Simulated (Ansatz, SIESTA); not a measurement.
Given: the input of a run of Ansatz 0.2.0 on Sn3Se. The cell comes from a database or a generator and needn't be the stable form of this composition.

input.yaml

```yaml
crystal:
  lattice:
    - [4.741879, 0.0, 0.0]
    - [0.0, 4.741879, 0.0]
    - [0.0, 0.0, 4.741879]
  atoms:
    - { symbol: Sn, position: [0.5, 0.5, 0.0] }
    - { symbol: Sn, position: [0.5, 0.0, 0.5] }
    - { symbol: Sn, position: [0.0, 0.5, 0.5] }
    - { symbol: Se, position: [0.0, 0.0, 0.0] }
hamiltonian:
  xc: pbe
  pseudopotentials: { kind: paw }
kpoints:
  mp_grid: { grid: [6, 6, 6] }
scf:
  occupations: { method: fermi_dirac, width: 0.05 }
output:
  forces: true
  stress: true
  eigenvalues: true
```

Potentials or basis: Ansatz PAW.

Launch:

```bash
$ ansatz run input.yaml --threads 2 --pin off --max-ram 5120MiB --backend cpu --events-out ev --progress --plain --runs-dir out
```

Task: Set up the same calculation for SIESTA 5.4.2. Potentials or basis there: files PseudoDojo sr-pbe-0.4.1-standard, DZP (energy shift 0.003 Ry; two zetas on semicore shells).

Result: As run (cutoffs and basis follow the program's own potentials, and thresholds, step limits or extra output files can differ):

Sn3Se.fdf

```
SystemName                      Sn3Se
SystemLabel                     Sn3Se
NumberOfSpecies                 2
NumberOfAtoms                   4
%block ChemicalSpeciesLabel
  1  50 Sn
  2  34 Se
%endblock ChemicalSpeciesLabel

LatticeConstant                 1.0 Ang
%block LatticeVectors
     4.7418790000     0.0000000000     0.0000000000
     0.0000000000     4.7418790000     0.0000000000
     0.0000000000     0.0000000000     4.7418790000
%endblock LatticeVectors
AtomicCoordinatesFormat         Fractional
%block AtomicCoordinatesAndAtomicSpecies
     0.5000000000     0.5000000000     0.0000000000  1  Sn
     0.5000000000     0.0000000000     0.5000000000  1  Sn
     0.0000000000     0.5000000000     0.5000000000  1  Sn
     0.0000000000     0.0000000000     0.0000000000  2  Se
%endblock AtomicCoordinatesAndAtomicSpecies

%block kgrid.MonkhorstPack
    6   0   0  0.0
    0   6   0  0.0
    0   0   6  0.0
%endblock kgrid.MonkhorstPack
XC.Functional                   GGA
XC.Authors                      PBE
PAO.BasisSize                   DZP
PAO.EnergyShift                 0.003 Ry
Mesh.Cutoff                     500 Ry
OccupationFunction              FD
ElectronicTemperature           0.05 eV
MaxSCFIterations                120
SCF.MustConverge                false
SCF.Mixer.Method                Pulay
SCF.Mixer.Weight                0.25
SCF.Mixer.History               8
SCF.DM.Tolerance                5.0e-05
SCF.H.Tolerance                 1.0e-03 eV
WriteForces                     true
Charge.Mulliken                 end
Charge.Hirshfeld                end
Charge.Voronoi                  end
SaveRho                         true
SaveElectrostaticPotential      true
%block PAO.Basis
  Sn 4
  n=5 0 2
    6.432 0.000
  n=5 1 2
    8.686 0.000
  n=4 2 2
    3.759 0.000
  n=5 2 1
    8.686
  Se 4
  n=4 0 2
    5.139 0.000
  n=4 1 2
    6.735 0.000
  n=3 2 2
    2.657 0.000
  n=4 2 1
    6.735
%endblock PAO.Basis
```

Potentials or basis: PseudoDojo 0.4 standard (PBE files), converted to PSML, two zetas on semicore shells, DZP (energy shift 0.003 Ry; two zetas on semicore shells).

The run is started by

```sh
$ siesta < Sn3Se.fdf > Sn3Se.out 2>&1
```

Both were run:

|  | Ansatz | SIESTA |
| --- | --- | --- |
| Pressure | 0.3 GPa | 1.1 GPa |

Ansatz's pressure holds a Pulay term of +0.03 GPa for its cutoff of 420 eV, which the other run lacks.

Where Ansatz's input types no cutoff or centring, it takes its own default and a Γ-centred mesh.

Pressure is positive in compression.
